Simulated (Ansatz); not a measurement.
Candidates compared on computed values. Mass, the two dielectric constants and the optical phonon energy fix how deep a simple donor lies and how strongly polar phonons hold a carrier back.

GaN serves as the reference. Crystals with one conduction valley at Γ, taken as parabolic; one longitudinal optical mode (the highest); isotropic averages.

Levels of theory (Ansatz, a plane-wave PAW program): electron mass: r²SCAN, band-edge curvature, harmonic mean of principal masses; ε∞, ε₀: LDA, linear response, mean over directions (which differ by under 30 %); LO phonon energy: LDA, linear response at the zone centre; gap: HSE06, on its own or a semilocal cell; conduction minimum: r²SCAN, band path. Cells of the HSE06 gaps: the r²SCAN cell for β-Ga2O3, GaN, Zn2SeS (R3m, hR4); its own cell for α-quartz SiO2.

Runs started from generated or typed cells of the structure named: β-Ga2O3 (for some of its values); GaN. No claim is made that these are known or stable phases: Zn2SeS (R3m, hR4). Spin–orbit coupling is left out unless named; in separate runs it moves the gap by Zn2SeS (R3m, hR4) −0.11 eV (PBEsol); it moves the gap of β-Ga2O3, GaN by under 0.05 eV.

| crystal | electron mass (mₑ) | ε∞ | ε₀ (static) | ħω_LO (meV) | E_g (eV) | conduction minimum |
|---|---|---|---|---|---|---|
| β-Ga2O3 | 0.26 | 4.08 | 11.4 | 97 | 4.18 | Γ |
| α-quartz SiO2 | 0.49 | 2.54 | 4.75 | 153 | 7.69 | Γ |
| GaN (wurtzite), reference | 0.18 | 5.71 | 10.1 | 91 | 3.20 | Γ |
| Zn2SeS (R3m, hR4) | 0.16 | 6.83 | 9.52 | 42 | 2.62 | Γ |

Working rules: polar strength s = 1/ε∞ − 1/ε₀; α = s √(13606 meV × m/ħω_LO); donor depth = 13606 meV × m/ε₀²; radius = 0.0529 nm × ε₀/m.

### Question
From the table, find polar strength, Fröhlich α, donor depth and donor radius for β-Ga2O3.

### Answer

- s = 1/4.08 − 1/11.4 = 0.1574
- α = 0.1574 × √(13606 × 0.26/97) = 0.95
- donor depth: 13606 × 0.26/11.4² = 27 meV
- donor radius: 0.0529 × 11.4/0.26 = 2.3 nm

### Question
Rank all rows by Fröhlich α, weakest coupling first.

### Answer
The same steps for every row:

```
crystal                    1/ε∞ − 1/ε₀  Fröhlich α  donor depth (meV)  donor radius (nm)
-------------------------  -----------  ----------  -----------------  -----------------
β-Ga2O3                         0.1574        0.95                 27                2.3
α-quartz SiO2                   0.1832         1.2                300               0.51
GaN (wurtzite), reference      0.07612        0.39                 24                3.0
Zn2SeS (R3m, hR4)              0.04137        0.30                 24                3.1
```

Ranking by Fröhlich α, weakest coupling first: Zn2SeS (R3m, hR4) (0.30 ± 0.047), GaN (0.39 ± 0.042), β-Ga2O3 (0.95 ± 0.077), α-quartz SiO2 (1.2 ± 0.12). The ± follows from allowances picked for this note (electron mass 12 %, ε∞ 3 %, ε₀ 4 %, LO phonon energy 3 %), carried to first order and added in quadrature; ≈ joins neighbours closer than their two ± added in quadrature. 1 of the 3 others clearly beat the reference on this figure.

With several polar modes the single highest one understates α. Where the radius is under about 1.5 nm the hydrogenic model fails. HSE06 gaps come from coarse meshes and special points. Where several phases of a formula are at hand, those over 0.1 eV/atom above the lowest were not drawn (by r²SCAN where it compared them, else by the largest value; a layered or molecular lowest phase counts only with a dispersion term); other phases could lie lower still. Crystals of Pb, Bi, Tl or Hg, those whose gap spin–orbit coupling moves by over 0.3 eV, and those of Te, I or Sb with no such test at hand were not drawn. Each row is the phase named, which need not be the stable one under ambient conditions. The rows are a sample and no shortlist: familiar crystals first, some related and some not, whatever their agreement with measurement; tables with many equal figures were not kept. Limits of the draw: one valley at Γ, gap over 0.5 eV, mass under 2 mₑ, ε₀ under 80 and over 1.02 ε∞; for ε, a gap over 0.5 eV at its level, values under 300, no layered crystals; for masses, a gap over 0.6 eV at their level; no unfamiliar magnets, and cubic perovskites only if shown or known to be stable. As a rule kept out of such tables: 4f compounds, open-shell compounds run without a Hubbard term, cells found unstable in the tests at hand, cells close to a higher symmetry, and runs set to a pressure or over 12 % in volume from the crystal's fullest run.
